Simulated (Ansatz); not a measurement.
Equation of state of YSn₃

```cif
data_structure
_symmetry_space_group_name_H-M 'P 1'
_symmetry_Int_Tables_number 1
_cell_length_a 4.6660
_cell_length_b 4.6660
_cell_length_c 4.6660
_cell_angle_alpha 90.000
_cell_angle_beta 90.000
_cell_angle_gamma 90.000
_cell_volume 101.59
loop_
_atom_site_label
_atom_site_type_symbol
_atom_site_fract_x
_atom_site_fract_y
_atom_site_fract_z
_atom_site_occupancy
Y1 Y 0.00000 0.00000 0.00000 1
Sn1 Sn 0.00000 0.50000 0.50000 1
Sn2 Sn 0.50000 0.00000 0.50000 1
Sn3 Sn 0.50000 0.50000 0.00000 1
```

The runs use the primitive cell with vectors (4.666, 0.000, 0.000), (0.000, 4.666, 0.000), (0.000, 0.000, 4.666) Å, to which the k mesh refers.

The cell is COD entry 4343790, as deposited and not checked against the literature; nothing was relaxed.

Spin polarisation is left out, and whether a magnetic state lies lower isn't shown here.

Spin–orbit coupling is left out, though it moves levels of the heavy atoms by tenths of an eV or more.

Methods: DFT, PBEsol, all-electron LAPW, scalar-relativistic (Ansatz 0.2.0); DFT, PBEsol, PAW with Ansatz's default frozen-core files, scalar-relativistic (Ansatz 0.2.0).

For LAPW: a Γ-centred 8×8×8 k mesh, Fermi–Dirac smearing of 0.05 eV, basis error target 1 meV/atom, no spin polarisation. PAW takes a cutoff of 420 eV at this cell (files made with PBE, cores remade for this functional). The Ansatz runs share mesh, smearing and spin set-up. Plane-wave (PAW) pressures include the program's estimate of the Pulay term.

The cell above is scaled evenly, with fractional coordinates and shape held.

(1) Estimate the equilibrium volume and bulk modulus that all-electron LAPW gives for this fixed shape.

Results:

(1) V0 = 25.06 Å³/atom, B0 = 65 GPa, B0′ = 4.5, from a third-order Birch–Murnaghan fit to these pressures:
| V/V(cell) | V (Å³/atom) | P, LAPW (GPa) | P, PAW (GPa) | free energy over the lowest listed, PAW (meV/atom) |
| --- | --- | --- | --- | --- |
| 0.9400 | 23.873 | 3.49 | 3.49 | 12.3 |
| 0.9600 | 24.381 | 1.88 | 1.88 | 3.8 |
| 0.9800 | 24.889 | 0.45 | 0.44 | 0.2 |
| 0.9900 | 25.143 | -0.21 | -0.21 | 0.0 |
| 1.0000 | 25.397 | -0.83 | -0.84 | 0.8 |
| 1.0100 | 25.650 | -1.43 | -1.43 | 2.6 |
| 1.0200 | 25.904 | -1.98 | -1.99 | 5.3 |
| 1.0400 | 26.412 | -3.02 | -3.02 | 13.3 |
| 1.0600 | 26.920 | -3.94 | -3.95 | 24.4 |
